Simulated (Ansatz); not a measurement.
Given:

ScAl:
```
ScAl
1.0
    3.30729     0.00000     0.00000
    0.00000     3.30729     0.00000
    0.00000     0.00000     3.30729
Sc Al
1 1
Direct
  0.50000   0.50000   0.50000
  0.00000   0.00000   0.00000
```

This is the LDA-relaxed structure.

Question: All from the program Ansatz at the LDA level (PAW), unless another level is named. Give the Young's modulus.

Answer: 118 GPa.

Question: What about the highest zone-centre frequency?

Answer: 296 cm⁻¹.

Question: Next, the elastic constants (relaxed ions, GPa)?

Answer: C11 = 104, C12 = 77.9, C44 = 99.6.

Space group Pm-3m (CsCl type). The first step of the workflow began from a Materials Project structure, measured or hypothetical; the Crystallography Open Database copy checked does not list it. With Sc and Al taken as one species the cell has the higher symmetry Im-3m, so it may be an ordered model of a mixed-site phase. Its standing as an ambient phase is unchecked. The cell was relaxed with LDA under the symmetry of its start; of distortions, only those at the zone centre were tested. The run is not spin-polarised. As this level gives no gap, shear constants depend on the k-mesh and smearing (Fermi–Dirac, 0.1 eV here). As this level gives no gap, phonon frequencies hold no LO–TO term and depend on the k-mesh and smearing (Fermi–Dirac, 0.1 eV here).

Potentials: the later of the program's two PAW sets.
